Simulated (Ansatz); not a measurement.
## SnW₃ (antiAuCu3 structure)

The computed numbers are results of PBEsol, scalar-relativistic (no spin polarisation) in the plane-wave PAW code Ansatz at 420 eV, 8×8×8 k-mesh, Gaussian smearing of 0.05 eV. The datasets are Ansatz's generated set soft_2.

```
CELL_PARAMETERS angstrom
4.05135 0.00000 0.00000
0.00000 4.05135 0.00000
0.00000 0.00000 4.05135
ATOMIC_POSITIONS crystal
W 0.00000 0.50000 0.50000
W 0.50000 0.50000 0.00000
W 0.50000 0.00000 0.50000
Sn 0.00000 0.00000 0.00000
```

The start was a prototype's sites filled with these elements, not a measured cell.

Cell and atoms are those of this level's equilibrium.

Path: Γ–X–M–Γ–R–X | R–M, with Γ = (0.000, 0.000, 0.000), X = (0.000, 0.500, 0.000), M = (0.500, 0.500, 0.000), R = (0.500, 0.500, 0.500) in reciprocal vectors of the calculation's cell.

Task: Is it a metal or an insulator, and if it has a gap, where are the band edges on this path?

Result: A metal: bands cross the Fermi level.

Bands as a text map, energy in eV from the Fermi level (dashes), each leg drawn with the same width:
```
  3.71 |                *** * *  ***  ** *     *     
  3.43 |  * *      *                **  *   ****     
  3.14 |   *      *      *                           
  2.86 |    ****           *             * *    *    
  2.57 |***   * ** *        ****          *          
  2.29 |  **   * *      * **               *     *   
  2.00 |    *       *    ***   *         *        *  
  1.71 |   *      *    **                            
  1.43 |          *****  *      *      ***         **
  1.14 |   ***   * ****** *     *********   *********
  0.86 |  *  *    *   *  * *   ****   *** *     *****
  0.57 | *   ** *****   * * * **** *   * *     **    
  0.29 |**     **   *  *** ***    ** **** ** *** **  
  0.00 |--*---*------*****-------*--**--*---**--*--**
 -0.29 |   *   **    * *                 *** *   **  
 -0.57 |    **   *  *****            * *      *   ***
 -0.86 |      *** **    *         **      **     *   
 -1.14 |*       ***    * *  **        *   *    **    
 -1.43 | **  **********    ** **   * **    *  **  ***
 -1.71 |  ***** *      *  * *   * *****   * ******   
 -2.00 |    *              *  *  **    ***       *   
 -2.29 |         *      **             **            
 -2.57 |       ****     * *    * *      ****      *  
 -2.86 |      *    ***** *      *       *          **
 -3.14 |     *     ******        *     **        ****
 -3.43 |         **     * *     * *****  *  *****    
 -3.71 |    *****   **** * *   *  *   **  **  *    **
 -4.00 |  ***      *    * * * *  *     **      *  *  
        Γ      X      M      Γ      R      XR       M
```

It took of the order of 40 core-seconds on a shared host.

No spin–orbit coupling, a notable omission for heavy elements.
